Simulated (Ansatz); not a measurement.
Input file for Ansatz (an electronic-structure program):

Ansatz 0.2 input:
```yaml
crystal:
  lattice:
    - [-3.4765080418, 6.642853096, 3.2745806684]
    - [3.4765080418, -6.642853096, 3.2745806684]
    - [3.4765080418, 6.642853096, -3.2745806684]
  atoms:
    - { symbol: K, position: [0.6416770284, 0.6657978193, 0.3074748477] }
    - { symbol: K, position: [0.3583229716, 0.3342021807, 0.6925251523] }
    - { symbol: K, position: [0.8583229716, 0.1657978193, 0.0241207909] }
    - { symbol: K, position: [0.1416770284, 0.8342021807, 0.9758792091] }
    - { symbol: Ge, position: [0.25, 0.75, 0.5] }
    - { symbol: Ge, position: [0.75, 0.25, 0.5] }
    - { symbol: As, position: [0.8948840395, 0.6714395989, 0.5663236384] }
    - { symbol: As, position: [0.1051159605, 0.3285604011, 0.4336763616] }
    - { symbol: As, position: [0.6051159605, 0.1714395989, 0.7765555594] }
    - { symbol: As, position: [0.3948840395, 0.8285604011, 0.2234444406] }
kpoints:
  mp_grid: { grid: [5, 5, 5] }
  band_path:
    path:
      - [[0.0, 0.0, 0.0], [0.5, -0.5, 0.5], [0.3184726583, -0.3184726583, 0.6815273417]]  # Γ-X-F_0
      - [[-0.3184726583, 0.3184726583, 0.3184726583], [0.0, 0.0, 0.0], [0.3107494149, 0.3107494149, -0.3107494149]]  # Σ_0-Γ-Λ_0
      - [[0.6892505851, -0.3107494149, 0.3107494149], [0.5, -0.5, 0.5]]  # G_0-X
      - [[0.0, 0.0, 0.0], [0.0, 0.5, 0.0], [0.25, 0.25, 0.25], [0.5, 0.0, 0.0], [0.0, 0.0, 0.0], [0.0, 0.0, 0.5], [0.25, 0.25, 0.25]]  # Γ-R-W-S-Γ-T-W
      - [VBM, CBM]
    npoints: 6
basis: { xc_grid: 2 }
hamiltonian:
  xc: pbesol
  pseudopotentials: { kind: paw }
magnetization: { noncollinear: true, spin_orbit: true }
scf:
  n_extra_bands: 20
  convergence: { dr2_threshold: 0.0000000001 }
  occupations: { method: gaussian, width: 0.01 }
checkpoint: { write: soc.run }
output: { eigenvalues: true }
```

Output (shortened):

```
Pseudopotential: K, paw_fr, valence charge 9
Pseudopotential: Ge, paw_fr, valence charge 14
Pseudopotential: As, paw_fr, valence charge 15
Functional definition: PBEsol
non-collinear run that drives no moment, with spin-orbit …
Crystal: 10 atoms, lattice volume = 302.492 Å³
Basis set: ecut = 420 eV, 5915 PW (Γ), exchange–correlation on 120×120×120 points (8 copies of the dense FFT grid, shifted against one another)
Bands: 144, of which v1, the nominal top of the filled ones, is band 124 counted from 1 (123 counted from 0)
Symmetry: 8 space group operations + 8 with time reversal
k-points: 27 of 125
Projection manifold: j_resolved (fully-relativistic pseudo-atomic orbitals)
SCF iter   1: F=—  HF=-33830.569357 eV  |F-HF|=—  |Δ(HF+E_count)|=         —  Δρ=3.66e-2  dr2=8.65e0  dr2_m=0.00e0 (ungated)  ethr=3.10e-3  |M|=0.00e0 ∫|m|=0.00e0 μB  |m|>n=0.0e0 m-floor=0.0e0 τ_xc=0.0e0  β_m=0.30  ⟨swp⟩=7.4  Hψ=9679  notcnv=0  defer=110
preconditioner: auto → Resta (q_TF=auto, 2.351 Å⁻¹)
spin=Noncollinear: Resta preconditioning applied to the charge; magnetization (m_x, m_y, m_z) channels mix plain (no charge-response kernel on spin).
SCF iter   2: F=—  HF=-33828.862444 eV  |F-HF|=—  |Δ(HF+E_count)|=    1.71e0  Δρ=2.42e-2  dr2=3.19e0  dr2_m=0.00e0 (ungated)  ethr=3.10e-3  |M|=0.00e0 ∫|m|=0.00e0 μB  |m|>n=0.0e0 m-floor=0.0e0 τ_xc=0.0e0  β_m=0.52  ⟨swp⟩=3.0  Hψ=2607  notcnv=0  defer=406
SCF iter   3: F=—  HF=-33827.849786 eV  |F-HF|=—  |Δ(HF+E_count)|=    1.01e0  Δρ=6.95e-3  dr2=1.72e-1  dr2_m=0.00e0 (ungated)  ethr=2.57e-3  |M|=0.00e0 ∫|m|=0.00e0 μB  |m|>n=0.0e0 m-floor=0.0e0 τ_xc=0.0e0  β_m=0.61  ⟨swp⟩=3.9  Hψ=2963  notcnv=0  defer=406
SCF iter   4: F=—  HF=-33827.825434 eV  |F-HF|=—  |Δ(HF+E_count)|=   2.44e-2  Δρ=2.67e-3  dr2=2.98e-2  dr2_m=0.00e0 (ungated)  ethr=1.39e-4  |M|=0.00e0 ∫|m|=0.00e0 μB  |m|>n=0.0e0 m-floor=0.0e0 τ_xc=0.0e0  β_m=0.67  ⟨swp⟩=3.0  Hψ=3389  notcnv=0  defer=418
SCF iter   5: F=—  HF=-33827.828976 eV  |F-HF|=—  |Δ(HF+E_count)|=   3.54e-3  Δρ=7.79e-4  dr2=3.60e-3  dr2_m=0.00e0 (ungated)  ethr=2.40e-5  |M|=0.00e0 ∫|m|=0.00e0 μB  |m|>n=0.0e0 m-floor=0.0e0 τ_xc=0.0e0  β_m=0.77  ⟨swp⟩=2.5  Hψ=2837  notcnv=0  defer=418
SCF iter   6: F=—  HF=-33827.830692 eV  |F-HF|=—  |Δ(HF+E_count)|=   1.72e-3  Δρ=2.90e-4  dr2=5.33e-4  dr2_m=0.00e0 (ungated)  ethr=2.90e-6  |M|=0.00e0 ∫|m|=0.00e0 μB  |m|>n=0.0e0 m-floor=0.0e0 τ_xc=0.0e0  β_m=0.74  ⟨swp⟩=2.1  Hψ=3472  notcnv=0  defer=418
SCF iter   7: F=—  HF=-33827.831007 eV  |F-HF|=—  |Δ(HF+E_count)|=   3.14e-4  Δρ=1.26e-4  dr2=6.14e-5  dr2_m=0.00e0 (ungated)  ethr=4.30e-7  |M|=0.00e0 ∫|m|=0.00e0 μB  |m|>n=0.0e0 m-floor=0.0e0 τ_xc=0.0e0  β_m=0.86  ⟨swp⟩=2.0  Hψ=3470  notcnv=0  defer=418
SCF iter   8: F=—  HF=-33827.831086 eV  |F-HF|=—  |Δ(HF+E_count)|=   7.94e-5  Δρ=3.45e-5  dr2=6.09e-6  dr2_m=0.00e0 (ungated)  ethr=4.95e-8  |M|=0.00e0 ∫|m|=0.00e0 μB  |m|>n=0.0e0 m-floor=0.0e0 τ_xc=0.0e0  β_m=0.93  ⟨swp⟩=2.0  Hψ=3308  notcnv=0  defer=418
SCF iter  13: F=-33827.831007 eV  HF=-33827.831007 eV  |F-HF|=2.91e-11  |Δ(HF+E_count)|=  1.02e-10  Δρ=5.97e-8  dr2=2.31e-11  dr2_m=0.00e0 (ungated)  ethr=1.00e-12  |M|=0.00e0 ∫|m|=0.00e0 μB  |m|>n=0.0e0 m-floor=0.0e0 τ_xc=0.0e0  ⟨swp⟩=11.9  Hψ=8723  notcnv=0
SCF 1 converged in 13 iterations: F = -33827.831007 eV  dr2 = 2.31e-11
NSCF: frozen V_eff on 46 k-points
NSCF: frozen V_eff on 46 k-points
NSCF: frozen V_eff on 46 k-points
NSCF: frozen V_eff on 46 k-points
NSCF: frozen V_eff on 2 k-points
NSCF: frozen V_eff on 21 k-points
NSCF: frozen V_eff on 13 k-points
NSCF: frozen V_eff on 8 k-points
NSCF: frozen V_eff on 10 k-points
NSCF: frozen V_eff on 3 k-points
NSCF: frozen V_eff on 10 k-points
NSCF: frozen V_eff on 2 k-points
NSCF: frozen V_eff on 77 k-points
SCF converged after 13 iterations
Magnetization: |M| = 0.0000 μB,  M = (+0.0000, +0.0000, +0.0000) μB
Absolute magnetization: 0.0000 μB (∫|m|)
  site 0: m = (+0.0000, +0.0000, +0.0000) μB, |m| = 0.0000 μB  (R = 1.39 Å)
  site 1: m = (+0.0000, +0.0000, +0.0000) μB, |m| = 0.0000 μB  (R = 1.39 Å)
  site 2: m = (+0.0000, +0.0000, +0.0000) μB, |m| = 0.0000 μB  (R = 1.39 Å)
  site 3: m = (+0.0000, +0.0000, +0.0000) μB, |m| = 0.0000 μB  (R = 1.39 Å)
  site 4: m = (+0.0000, +0.0000, +0.0000) μB, |m| = 0.0000 μB  (R = 1.01 Å)
  site 5: m = (+0.0000, +0.0000, +0.0000) μB, |m| = 0.0000 μB  (R = 1.01 Å)
  site 6: m = (+0.0000, +0.0000, +0.0000) μB, |m| = 0.0000 μB  (R = 1.01 Å)
  site 7: m = (+0.0000, +0.0000, +0.0000) μB, |m| = 0.0000 μB  (R = 1.01 Å)
  site 8: m = (+0.0000, +0.0000, +0.0000) μB, |m| = 0.0000 μB  (R = 1.01 Å)
  site 9: m = (+0.0000, +0.0000, +0.0000) μB, |m| = 0.0000 μB  (R = 1.01 Å)
Free energy (F): -33827.831007 eV
Harris-Foulkes:  -33827.831007 eV  (|F-HF|=2.91e-11)
Internal energy: -33827.831007 eV  (E = F + TS)
E sigma→0 (E₀):  -33827.831007 eV
Fermi energy:    6.099775 eV
--- Per-component energies (eV) ---
  E_band       = -1901.116587
  E_kinetic    = 1653.182966
  E_local      = -18359.429304  (includes V_loc(G=0)·N_el)
  E_nonlocal   = -1776.333452
  E_hartree    = 8752.941666
  E_xc         = -999.011860
  E_vxc        = -1101.696703  (∫ρ·V_xc dr)
  E_paw        = -14180.595207  (= ΣΔE_a)
  E_vpaw       = 177.275757  (= ΣTr[D̂ρ^β])
  E_aug_tail   = 0.000611  (compensation charges beyond the density's cutoff)
  E_ewald      = -8924.740977
  E_core_change = 6.154551  (= ΣΔE_core)
  E_smearing   =  0.000000  (= −TS)
  E_closure    =  0.000000  (closes the sum)
  Σ components = -33827.831007   (vs F -33827.831007, Δ=0.00e0)
  [band-id]    e_kinetic+e_local+e_nonlocal+2·e_hartree+e_vxc+e_vpaw+e_augmentation_tail = -1901.116794   (vs E_band -1901.116587, Δ=-2.07e-4)
--- Band table (eV; the first three rows and the last of 27) ---
  k-point 0: bands = ["-29.4399", "-29.4399", "-29.4397", "-29.4397", "-29.4395", "-29.4395", "-29.4393", "-29.4393", "-29.3339", "-29.3339", "-29.3339", "-29.3339", "-29.3338", "-29.3338", "-29.3336", "-29.3336", "-28.7307", "-28.7307", "-28.7305", …
  k-point 1: bands = ["-29.4399", "-29.4399", "-29.4397", "-29.4397", "-29.4395", "-29.4395", "-29.4392", "-29.4392", "-29.3339", "-29.3339", "-29.3339", "-29.3339", "-29.3338", "-29.3338", "-29.3336", "-29.3336", "-28.7307", "-28.7307", "-28.7305", …
  k-point 2: bands = ["-29.4399", "-29.4399", "-29.4397", "-29.4397", "-29.4395", "-29.4395", "-29.4392", "-29.4392", "-29.3339", "-29.3339", "-29.3339", "-29.3339", "-29.3338", "-29.3338", "-29.3336", "-29.3336", "-28.7307", "-28.7307", "-28.7305", …
  k-point 26: bands = ["-29.4399", "-29.4399", "-29.4397", "-29.4397", "-29.4395", "-29.4395", "-29.4392", "-29.4392", "-29.3339", "-29.3339", "-29.3339", "-29.3339", "-29.3338", "-29.3338", "-29.3336", "-29.3336", "-28.7307", "-28.7307", "-28.7305", …
```

Cost: around 80 core-minutes (rough) on shared cores.

Space group Ibam. The workflow started from a Materials Project entry (that database holds measured and hypothetical structures alike); the Crystallography Open Database files this formula in space group No. 72, but the cells were not matched. Whether it is the stable phase at ambient conditions was not checked. Symmetry was held in the PBEsol relaxation; its stability against distortions is not shown here.

Potentials: the later of the program's two PAW sets.

Ansatz is a plane-wave DFT program.
